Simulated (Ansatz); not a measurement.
All numbers below come from DFT PBE, scalar-relativistic, plane waves, PAW in Ansatz. Cutoff 420 eV, Γ-centred meshes of about 0.25 Å⁻¹ or finer for metals and 0.3 Å⁻¹ for insulators (2π included), Gaussian smearing. No spin polarisation.

These are static total energies at zero pressure.

Compare these two cells of ScTl₃SbBr₃, each relaxed at this level.

A.

```
Sc Tl Sb Br
1.0
     4.51423    0.00000    0.00000
     0.00000    4.51423    0.00000
     0.00000    0.00000   14.63638
Sc Tl Sb Br
1 3 1 3
Direct
  0.00000 0.00000 0.00000
  0.50000 0.50000 0.21538
  0.00000 0.00000 0.50000
  0.50000 0.50000 0.78462
  0.50000 0.50000 0.00000
  0.00000 0.00000 0.18479
  0.50000 0.50000 0.50000
  0.00000 0.00000 0.81521
```

B.

```
Sc Tl Sb Br
1.0
     4.06935   -5.78202    0.00000
     4.06935    5.78202    0.00000
     0.00000    0.00000    6.01156
Sc Tl Sb Br
1 3 1 3
Cartesian
  4.0693 0.0000 3.0058
  2.0347 2.8910 0.0000
  2.0347 -2.8910 0.0000
  0.0000 0.0000 3.0058
  4.0693 0.0000 0.0000
  4.0693 -2.6048 3.0058
  4.0693 2.6048 3.0058
  0.0000 0.0000 0.0000
```

Question: Which form is favoured at zero pressure, and by what margin per atom?

Answer: A is lower, by 219 meV/atom. A has space group P4/mmm (No. 123), 37.3 Å³/atom and a gap of 0.17 eV on its mesh; B has space group Cmmm (No. 65), 35.4 Å³/atom and no gap. The shortest distance is 2.70 Å (Sc–Br) in A and 2.60 Å (Sc–Br) in B. In A, Sc has 2 Br at 2.70 Å and 4 Sb at 3.19 Å; Tl on a site of symmetry 4mm has 1 Sb at 3.15 Å and 4 Br at 3.22 Å; Sb is surrounded by 2 Tl at 3.15 Å and 4 Sc at 3.19 Å; Br on a site of symmetry 4mm has 1 Sc at 2.70 Å and 4 Tl at 3.22 Å; 2 more sites not described. In B, Sc is surrounded by 2 Br at 2.60 Å and 2 Sb at 3.01 Å; Tl on a site of symmetry 2/m has 2 Sb at 3.54 Å, 6 Br at 3.54–3.64 Å and 2 Tl at 4.07 Å; Sb is surrounded by 2 Sc at 3.01 Å and 4 Tl at 3.54 Å; Br on a site of symmetry m2m is surrounded by 1 Sc at 2.60 Å, 1 Tl at 3.18 Å and 4 Tl at 3.64 Å; 2 more sites not described. Both come from trial cells of a structure search, whose lowest cell (P1, 35.9 Å³/atom) lies 13 meV/atom below the lower of the two.

No dispersion correction is applied, so the spacing and binding between layers, chains or molecules are poorly described (P4/mmm), and this can change margins and order among such cells. Spin–orbit coupling, which can matter for Sb and Tl, is left out. Kohn–Sham gaps at this level usually fall short of measured ones. The missing spin–orbit coupling can work the other way here. A magnetic state wasn't ruled out in cells without spin, among them Cmmm. Trial moments fell under 0.15 μB along the way in Cmmm; another start might hold them. Small gaps are read on the mesh alone, and bands can cross between its points. With atoms moved at random, A (by 13 meV/atom) fell into a lower structure. B had no clear such test and can be a saddle point. Some types were kept out of the candidates beforehand, so the set may lack a known form.
